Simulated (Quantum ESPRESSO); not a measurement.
# TiGaGeO5F: input and log of a self-consistent run

A calculation, not a measurement. The program is pw.x of Quantum ESPRESSO 7.5 (plane-wave density functional theory). The cell is made up: 9 atoms on a corundum lattice with one site empty, with randomly drawn elements, strain and displacements, not relaxed. PseudoDojo standard norm-conserving files (v0.5 for PBE, v0.4.1 for LDA and PBEsol) set the functional; there is no spin polarisation, spin-orbit coupling or dispersion term, and the masses in the input are unused placeholders.

Input:

```
&control calculation='scf', pseudo_dir='./dojo.nc.sr.pbe.v0_5.standard.upf', outdir='./o', disk_io='low', tprnfor=.true., tstress=.true. /
&system ibrav=0, nat=9, ntyp=5, nbnd=44, ecutwfc=105.61755193, nosym=.true., tot_charge=0,
 occupations='smearing', smearing='fd', degauss=0.0018374661
/
&electrons conv_thr=7.350e-09, electron_maxstep=60, /
ATOMIC_SPECIES
F 1.0 F.upf
Ga 1.0 Ga.upf
Ge 1.0 Ge.upf
O 1.0 O.upf
Ti 1.0 Ti.upf
CELL_PARAMETERS angstrom
2.6628 1.5741 4.6182
-2.6632 1.5012 4.6421
-0.0633 -3.0151 4.6107
ATOMIC_POSITIONS angstrom
Ti 0.1231 -0.0087 4.6892
Ga -0.1333 0.0502 8.9319
Ge -0.1689 0.0273 11.8489
O -1.0397 1.5013 8.0526
O -0.8675 -1.6882 8.1295
O 1.9763 0.1935 8.0572
O 1.1963 -1.5397 5.7587
O 0.8046 1.654 5.7376
F -1.8653 -0.1099 5.8343
K_POINTS automatic
7 7 7 1 1 1
```

The log is shortened where brackets say so; the opening notice, blank lines, dates and the lines on written files are dropped, and the path of the files is cut. It prints rydbergs, bohrs and kilobars, and counts compression as positive stress. With no partly filled state, the Fermi energy that it prints is only some level between the filled and the empty states on the mesh, and need not lie in the true gap.

```
     Program PWSCF v.7.5
     Parallel version (MPI & OpenMP), running on       4 processor cores
     Number of MPI processes:                 4
     Threads/MPI process:                     1
     [start-up lines left out]
     bravais-lattice index     =            0
     lattice parameter (alat)  =      10.5039  a.u.
     unit-cell volume          =     756.4121 (a.u.)^3
     number of atoms/cell      =            9
     number of atomic types    =            5
     number of electrons       =        76.00
     number of Kohn-Sham states=           44
     kinetic-energy cutoff     =     105.6176  Ry
     charge density cutoff     =     422.4702  Ry
     scf convergence threshold =      7.3E-09
     mixing beta               =       0.7000
     number of iterations used =            8  plain     mixing
     Exchange-correlation= PBE
                           (   1   4   3   4   0   0   0)
     [axes and pseudopotential details left out]
   Cartesian axes
     site n.     atom                  positions (alat units)
         1        Ti     tau(   1) = (   0.0221466  -0.0015652   0.8436206  )
         2        Ga     tau(   2) = (  -0.0239816   0.0090313   1.6069126  )
         3        Ge     tau(   3) = (  -0.0303863   0.0049115   2.1317018  )
         4        O      tau(   4) = (  -0.1870495   0.2700946   1.4487203  )
         5        O      tau(   5) = (  -0.1560694  -0.3037192   1.4625551  )
         6        O      tau(   6) = (   0.3555505   0.0348120   1.4495478  )
         7        O      tau(   7) = (   0.2152229  -0.2770030   1.0360313  )
         8        O      tau(   8) = (   0.1447533   0.2975664   1.0322352  )
         9        F      tau(   9) = (  -0.3355808  -0.0197718   1.0496322  )
     number of k points=   172  Fermi-Dirac smearing, width (Ry)=  0.0018
     Number of k-points >= 100: set verbosity='high' to print them.
     Dense  grid:   110901 G-vectors     FFT dimensions: (  72,  72,  72)
     Estimated max dynamical RAM per process >     568.72 MB
     Estimated total dynamical RAM >       2.14 GB
     Initial potential from superposition of free atoms
     starting charge      75.9949, renormalised to      76.0000
     Starting wfcs are   52 randomized atomic wfcs
     total cpu time spent up to now is       27.2 secs
     per-process dynamical memory:   514.4 Mb
     Self-consistent Calculation
     iteration #  1     ecut=   105.62 Ry     beta= 0.70
     Davidson diagonalization with overlap
     ethr =  1.00E-02,  avg # of iterations =  2.0
     total cpu time spent up to now is       94.5 secs
     total energy              =    -663.62523641 Ry
     estimated scf accuracy    <       2.99345522 Ry
     iteration #  2     ecut=   105.62 Ry     beta= 0.70
     Davidson diagonalization with overlap
     ethr =  3.94E-03,  avg # of iterations =  6.5
     total cpu time spent up to now is      184.2 secs
     total energy              =    -659.51494856 Ry
     estimated scf accuracy    <      46.40200252 Ry
     iteration #  3     ecut=   105.62 Ry     beta= 0.70
     Davidson diagonalization with overlap
     ethr =  3.94E-03,  avg # of iterations =  6.1
     total cpu time spent up to now is      264.7 secs
     total energy              =    -665.12524192 Ry
     estimated scf accuracy    <       2.14542113 Ry
     iteration #  4     ecut=   105.62 Ry     beta= 0.70
     Davidson diagonalization with overlap
     ethr =  2.82E-03,  avg # of iterations =  2.0
     total cpu time spent up to now is      314.9 secs
     total energy              =    -665.28502696 Ry
     estimated scf accuracy    <       0.61054032 Ry
     iteration #  5     ecut=   105.62 Ry     beta= 0.70
     Davidson diagonalization with overlap
     ethr =  8.03E-04,  avg # of iterations =  3.8
     total cpu time spent up to now is      364.1 secs
     total energy              =    -665.21040715 Ry
     estimated scf accuracy    <       0.39698199 Ry
     [iterations 6 to 11 left out]
     iteration # 12     ecut=   105.62 Ry     beta= 0.70
     Davidson diagonalization with overlap
     ethr =  1.63E-08,  avg # of iterations =  5.1
     total cpu time spent up to now is      791.6 secs
     total energy              =    -665.24104740 Ry
     estimated scf accuracy    <       0.00000416 Ry
     iteration # 13     ecut=   105.62 Ry     beta= 0.70
     Davidson diagonalization with overlap
     ethr =  5.48E-09,  avg # of iterations =  2.1
     total cpu time spent up to now is      844.3 secs
     total energy              =    -665.24104831 Ry
     estimated scf accuracy    <       0.00000114 Ry
     iteration # 14     ecut=   105.62 Ry     beta= 0.70
     Davidson diagonalization with overlap
     ethr =  1.50E-09,  avg # of iterations =  2.3
     total cpu time spent up to now is      896.3 secs
     total energy              =    -665.24104841 Ry
     estimated scf accuracy    <       0.00000043 Ry
     iteration # 15     ecut=   105.62 Ry     beta= 0.70
     Davidson diagonalization with overlap
     ethr =  5.69E-10,  avg # of iterations =  2.5
     total cpu time spent up to now is      946.6 secs
     total energy              =    -665.24104847 Ry
     estimated scf accuracy    <       0.00000002 Ry
     iteration # 16     ecut=   105.62 Ry     beta= 0.70
     Davidson diagonalization with overlap
     ethr =  2.09E-11,  avg # of iterations =  5.0
     total cpu time spent up to now is     1008.4 secs
     End of self-consistent calculation
     Number of k-points >= 100: set verbosity='high' to print the bands.
     the Fermi energy is     6.8792 ev
!    total energy              =    -665.24104847 Ry
     estimated scf accuracy    <          1.8E-09 Ry
     smearing contrib. (-TS)   =      -0.00000000 Ry
     internal energy E=F+TS    =    -665.24104847 Ry
     The total energy is F=E-TS. E is the sum of the following terms:
     one-electron contribution =    -288.47923076 Ry
     hartree contribution      =     191.24496653 Ry
     xc contribution           =    -155.25948532 Ry
     ewald contribution        =    -412.74729893 Ry
     convergence has been achieved in  16 iterations
     Forces acting on atoms (cartesian axes, Ry/au):
     atom    1 type  5   force =    -0.00383930    0.06439227    0.00888148
     atom    2 type  2   force =     0.04452157   -0.07359156    0.01659403
     atom    3 type  3   force =     0.02460543   -0.01890329   -0.03489383
     atom    4 type  4   force =     0.03810112    0.02710000    0.03056674
     atom    5 type  4   force =    -0.03903598    0.02750554    0.01352026
     atom    6 type  4   force =    -0.03318946   -0.05728400    0.03589646
     atom    7 type  4   force =     0.00062317    0.08748153   -0.00375799
     atom    8 type  4   force =    -0.06437363   -0.01795114   -0.03839586
     atom    9 type  1   force =     0.03258709   -0.03874935   -0.02841129
     Total force =     0.205736     Total SCF correction =     0.000142
     Computing stress (Cartesian axis) and pressure
          total   stress  (Ry/bohr**3)                   (kbar)     P=     -185.83
  -0.00110470  -0.00010414  -0.00026498         -162.51      -15.32      -38.98
  -0.00010414  -0.00157515  -0.00020519          -15.32     -231.71      -30.18
  -0.00026498  -0.00020519  -0.00110995          -38.98      -30.18     -163.28
     init_run     :     24.87s CPU     26.19s WALL (       1 calls)
     electrons    :    974.85s CPU    981.27s WALL (       1 calls)
     forces       :      5.73s CPU      5.81s WALL (       1 calls)
     stress       :     19.45s CPU     19.52s WALL (       1 calls)
     [timing details left out]
     PWSCF        :  17m 6.14s CPU  17m14.31s WALL
     JOB DONE.
```

In other units: free energy -9051.066 eV for the cell, pressure -18.58 GPa, largest force component 2.249 eV/Å. This run is the check on a run of the same cell at 1143 eV and a 5 x 5 x 5 mesh: rerunning at 1437 eV and a 7 x 7 x 7 mesh moved values by no more than 0.003 eV in energy, 0.04 GPa in stress and 0.002 eV/Å in force.